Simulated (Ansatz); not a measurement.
TlHg (CsCl type)

```
CELL_PARAMETERS angstrom
      3.74889     0.00000     0.00000
      0.00000     3.74889     0.00000
      0.00000     0.00000     3.74889
ATOMIC_POSITIONS crystal
  Tl 0.50000 0.50000 0.50000
  Hg 0.00000 0.00000 0.00000
```

The slice is a {110} plane (indices of the conventional cell) through the point (0.000, 0.000, 0.000) (fractional), spanned by u = [100] and v = [011] in vectors of this cell: u (3.75 Å) and v (5.30 Å, at 90° to u). It covers one period; positions are fractions (u, v).

These are PBEsol (plane waves to 420 eV, PAW, scalar-relativistic; Ansatz, a quantum-chemistry and plane-wave program) values and carry that method's errors. k mesh 12×12×12. These are valence fields of a PAW run, semicore shells included where kept as valence: close to a nucleus they are smooth pseudo fields. Spin-orbit coupling is left out, though Hg and Tl are heavy. TlHg was relaxed with its symmetry unable to fall.

Question: What is the ELF at the midpoint of the shortest Tl–Hg line in this plane (3.25 Å)?

Answer: 0.2.

Question: What is the valence density on the shortest Tl–Hg line in this plane (3.25 Å), at its midpoint?

Answer: 0.15 e/Å³.

Question: Sketch the electron localisation function (ELF) on this plane as a map.

Answer: 
```
v \ u  0.00  0.12  0.24  0.35  0.47  0.59  0.71  0.82  0.94
-----  ----  ----  ----  ----  ----  ----  ----  ----  ----
0.88   0.49  0.45  0.32  0.22  0.12  0.15  0.28  0.39  0.48
0.75   0.27  0.24  0.17  0.21  0.28  0.25  0.17  0.20  0.27
0.62   0.11  0.17  0.32  0.41  0.31  0.37  0.39  0.25  0.12
0.50   0.10  0.24  0.40  0.17     x     x  0.39  0.32  0.13
0.38   0.11  0.17  0.32  0.41  0.31  0.37  0.39  0.25  0.12
0.25   0.27  0.24  0.17  0.21  0.28  0.25  0.17  0.20  0.27
0.12   0.49  0.45  0.32  0.22  0.12  0.15  0.28  0.39  0.48
0.00      x     x  0.42  0.27  0.12  0.19  0.33  0.49     x
```

Values: electron localisation function (ELF). Points within 0.5 Å of a nucleus are blanked (x), as the pseudised field means little there.
